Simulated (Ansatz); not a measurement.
# What settings do to one calculation: Nb started on a Zn site in chalcopyrite ZnGeP2, 16 atoms, charge +3

Ansatz (PAW, plane waves), atoms fixed. The base input:

```yaml
crystal:
  lattice:
    - [5.424133, -0.000044, -0.000015]
    - [-0.000044, 5.424133, -0.000015]
    - [-0.000030, -0.000030, 10.708528]
  atoms:
    - { symbol: Zn, position: [0.999590, 0.006311, 0.995909] }
    - { symbol: Zn, position: [0.009995, 0.490630, 0.254660] }
    - { symbol: Zn, position: [0.503715, 0.001824, 0.750720] }
    - { symbol: Ge, position: [0.000371, 0.009167, 0.496248] }
    - { symbol: Ge, position: [0.492630, 0.003722, 0.253362] }
    - { symbol: Ge, position: [0.498165, 0.513532, 0.003046] }
    - { symbol: Ge, position: [0.993428, 0.511320, 0.751031] }
    - { symbol: P, position: [0.252562, 0.244236, 0.127924] }
    - { symbol: P, position: [0.256294, 0.250408, 0.626989] }
    - { symbol: P, position: [0.755819, 0.746302, 0.121121] }
    - { symbol: P, position: [0.754006, 0.248988, 0.371025] }
    - { symbol: P, position: [0.254997, 0.760520, 0.378451] }
    - { symbol: P, position: [0.261174, 0.733085, 0.872384] }
    - { symbol: P, position: [0.756992, 0.749925, 0.623799] }
    - { symbol: P, position: [0.747657, 0.250641, 0.873376] }
    - { symbol: Nb, position: [0.500953, 0.494811, 0.498447] }
kpoints:
  mp_grid: { grid: [2, 2, 2], shift: [0.5, 0.5, 0.5] }
hamiltonian:
  xc: pbesol
total_charge: 3
scf:
  occupations: { method: fermi_dirac, width: 0.01 }
output:
  forces: true
  eigenvalues: true
  populations: true
  charged_corrections: { epsilon: 11 }
```

Command:

```sh
ansatz run in.yaml --threads 8 --pin off --max-ram 13300MiB --runs-dir r --events-out ev --progress --plain
```

It converged in 12 iterations and 4.5 s of wall time on 8 threads of a Neoverse-V1 processor, on a host shared with other runs; peak host memory 0.89 GiB; largest force component 1.58 eV/Å. The cutoff was the default, 420 eV. The base isn't a converged reference: it has few k points, and its atoms are unrelaxed. Each run below changes the keys shown and caps the iterations.

```csv
run,changed,ending,iterations,free energy less the base (meV per atom),rms change of forces (eV/Å),change of pressure (GPa),"wall time (s, shared host)"
1,"mixing beta 0.2, initial_magnetization 1, ecutwfc 650 eV, max_iter 90",converged,23,-1.1,0.023,–,25 CPU
2,"ecutrho_ratio 3, max_iter 60, k points a 2×2×2 mesh centred on Γ",converged,11,-10.9,0.174,–,3.8 CPU
3,"max_iter 50, total_charge 5",converged,12,other zero,0.348,–,3.6 CPU
4,"dispersion d4, initial_magnetization 2, max_iter 50",converged,25,other zero,0.022,–,16 CPU
5,"xc_grid 3 (2 is the default), width 0.5 eV, max_iter 70",converged,13,-136.5,0.301,–,5.5 CPU
6,"occupations cold, width 0.1 eV, max_iter 100",converged,14,0.3,0.072,–,4.2 CPU
7,"xc_grid 2 (2 is the default), dr2_threshold 0.001, max_iter 70",converged,7,0.0,0.002,–,4.9 CPU
8,"mixing algorithm linear, max_iter 50",refused,–,–,–,–,–
```

«Other zero»: another functional, charge or dispersion term moves the zero of energy, so the difference says nothing of accuracy.

Problem. Which changes leave the result alone, and which of the same physical model moves the forces most?

Solution. The forces move by under 0.002 eV/Å in run 7. Run 5 (xc_grid 3 (2 is the default), width 0.5 eV, max_iter 70) moves them most among the runs with the same functional, charge and dispersion term, by 0.301 eV/Å.

Problem. Why did some runs give no result?

Solution. - run 8: YAML parse error: error: line 31 column 24: unknown variant `linear`, expected one of auto, anderson, broyden, msr1
